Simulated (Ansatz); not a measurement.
Al:
```yaml
crystal:
  lattice:
    - [-1.59467, 1.59467, 1.59467]
    - [1.59467, -1.59467, 1.59467]
    - [1.59467, 1.59467, -1.59467]
  atoms:
    - { symbol: Al, position: [0.00000, 0.00000, 0.00000] }
```

Relaxed with LDA. Special points in fractions of this cell's reciprocal vectors: Γ (0.000, 0.000, 0.000); H (0.500, -0.500, 0.500); N (0.000, 0.000, 0.500); P (0.250, 0.250, 0.250).

Task: List the band energies nearest the Fermi level at these points for LDA (plane waves, PAW; program Ansatz).

Result: In eV from the Fermi level; about four levels below and three above (degenerate sets whole), none deeper than 8.9 eV; … stands for higher levels left out; points with the same levels are listed once.

```
k              below              above
-  -----------------  -----------------
Γ                  –  13.16 13.16 13.16
H                  –     1.87 1.87 1.87
N        -4.34 -3.91        8.16 8.25 …
P  -0.99 -0.99 -0.99             0.36 …
```

Space group Im-3m (bcc (W type)). The first step of the workflow began from a Materials Project structure, measured or hypothetical; the Crystallography Open Database copy checked does not list it. It is not the phase usual at ambient conditions (space group No. 225). Symmetry was held in the LDA relaxation. At this level the phase is mechanically unstable.

Potentials: the earlier of the program's two PAW sets. The files were generated under PBE; for other functionals the program regenerates the frozen cores, and for LDA and PBEsol the local potential too.
